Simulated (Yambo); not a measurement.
```
CELL_PARAMETERS angstrom
      4.69305     0.00000     0.00000
      0.00000     4.68576     0.00000
     -1.17278     0.00000     7.02448
ATOMIC_POSITIONS crystal
  P  0.78408 0.80919 0.25156
  P  0.21592 0.19081 0.74844
  P  0.21592 0.30919 0.24844
  P  0.78408 0.69081 0.75156
  P  0.62005 0.35116 0.91094
  P  0.37995 0.64884 0.08906
  P  0.37995 0.85116 0.58906
  P  0.62005 0.14884 0.41094
  Ru 0.00000 0.50000 0.50000
  Ru 0.00000 0.00000 0.00000
```

RuP4 (space group P2_1/c, No. 14): mean Im ε in 1 eV windows above the direct gap of 1.23 eV, for different electron-hole kernels (Yambo, broadening 0.15 eV, norm-conserving PBEsol (Quantum ESPRESSO, 84 Ry, no spin-orbit coupling) bands; 4×4×2 mesh, 19 valence and 14 conduction bands, static screening with 93 bands and a 3 Ry block, scissor 0.31 eV, Tamm-Dancoff; field along x).

| window (eV) | independent quasiparticles | RPA (no attraction) | BSE |
|---|---|---|---|
| 1.2 to 2.2 | 4.4 | 4.1 | 6.4 |
| 2.2 to 3.2 | 12 | 11 | 16 |
| 3.2 to 4.2 | 20 | 18 | 23 |
| 4.2 to 5.2 | 24 | 22 | 24 |
| 5.2 to 6.2 | 16 | 16 | 13 |

This run doesn't resolve bound excitons or single peaks, so only averages are given, and they too depend on the mesh; weight that the attraction moves below the gap isn't listed. All transitions below 6.59 eV are in the band window. The scissor comes from a G0W0 run whose convergence isn't established.

Spin-orbit splittings are left out.

Geometry of the Materials Project entry, not relaxed at this level.

The structure is a Materials Project entry; no match was found in the copy of COD used, and its stability was not checked.
